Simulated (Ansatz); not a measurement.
Input:

PbSe:
Space group Fm-3m (No. 225); a = 6.1024 Å, b = 6.1024 Å, c = 6.1024 Å, α = 90.00°, β = 90.00°, γ = 90.00°

```
atom  site  symmetry       x       y       z
----  ----  --------  ------  ------  ------
Se      4a      m-3m  0.0000  0.0000  0.0000
Pb      4b      m-3m  0.5000  0.5000  0.5000
```
(The calculation used a cell of 2 atoms; values per cell refer to that cell.)

This is the PBEsol-relaxed structure.

Task: All from the program Ansatz at the PBEsol level (PAW), unless another level is named. Estimate the gap with spin–orbit coupling.

Result: 0.30 eV (the band order may be inverted).

Task: And the HSE06 gap on the PBEsol cell?

Result: 0.65 eV.

Task: Next, the valence-band maximum?

Result: at L.

The PBEsol relaxation kept the symmetry of its start. Spin–orbit coupling is left out wherever it is not named.

Potentials: the later of the program's two PAW sets.
